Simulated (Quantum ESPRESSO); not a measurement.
Band energies of HgTe

```
CELL_PARAMETERS angstrom
      0.00000     3.28999     3.28999
      3.28999     0.00000     3.28999
      3.28999     3.28999     0.00000
ATOMIC_POSITIONS crystal
  Te 0.75000 0.75000 0.75000
  Hg 0.00000 0.00000 0.00000
```

PBEsol (Quantum ESPRESSO, PseudoDojo norm-conserving, 82 Ry, without SOC); path ΓXWKΓLUWLK,UX; energies in eV from the Fermi level.

```csv
k (1/Å),point,band 14,band 15,band 16,band 17,band 18,band 19,band 20,band 21
0.00,Γ,-6.71,-6.71,-1.08,-0.15,-0.15,-0.15,4.14,4.14
0.42,,-6.73,-6.69,-3.18,-1.16,-1.16,1.61,2.92,5.65
0.95,X,-6.65,-6.32,-5.32,-2.22,-2.22,1.72,2.38,7.74
1.43,W,-6.74,-6.18,-5.39,-2.57,-2.49,2.81,4.44,5.05
1.77,K,-6.68,-6.24,-5.34,-2.82,-1.86,2.04,3.81,6.77
2.07,,-6.72,-6.59,-4.71,-2.53,-1.14,1.91,4.59,5.38
2.58,,-6.71,-6.71,-1.99,-0.48,-0.23,0.50,3.89,4.27
2.78,Γ,-6.71,-6.71,-1.08,-0.15,-0.15,-0.15,4.14,4.14
2.99,,-6.71,-6.71,-2.04,-0.31,-0.31,0.41,4.00,4.36
3.51,,-6.69,-6.55,-5.14,-1.01,-1.01,0.50,4.91,4.91
3.61,L,-6.69,-6.44,-5.33,-1.04,-1.04,0.49,4.91,4.91
3.96,,-6.69,-6.36,-5.24,-2.48,-1.48,1.88,4.28,5.90
4.19,U,-6.68,-6.24,-5.34,-2.82,-1.86,2.04,3.81,6.77
4.53,W,-6.74,-6.18,-5.39,-2.57,-2.49,2.81,4.44,5.05
5.01,,-6.69,-6.42,-5.28,-1.76,-1.21,1.24,4.52,5.22
5.21,L,-6.69,-6.44,-5.33,-1.04,-1.04,0.49,4.91,4.91
5.37,,-6.69,-6.42,-5.29,-1.63,-1.16,1.10,4.58,5.16
5.79,K,-6.68,-6.24,-5.34,-2.82,-1.86,2.04,3.81,6.77
5.79,U,-6.68,-6.24,-5.34,-2.82,-1.86,2.04,3.81,6.77
6.13,X,-6.65,-6.32,-5.32,-2.22,-2.22,1.72,2.38,7.74
```

At this level the gap is closed or nearly so: along the path the highest valence and lowest conduction bands touch, or overlap by less than 0.6 eV, a zero-gap or semimetallic result; the valence top lies at Γ, the conduction bottom at Γ.

Without spin-orbit coupling, band edges of such heavy elements can be off by tenths of an eV.

Geometry of the Materials Project entry, not relaxed at this level.
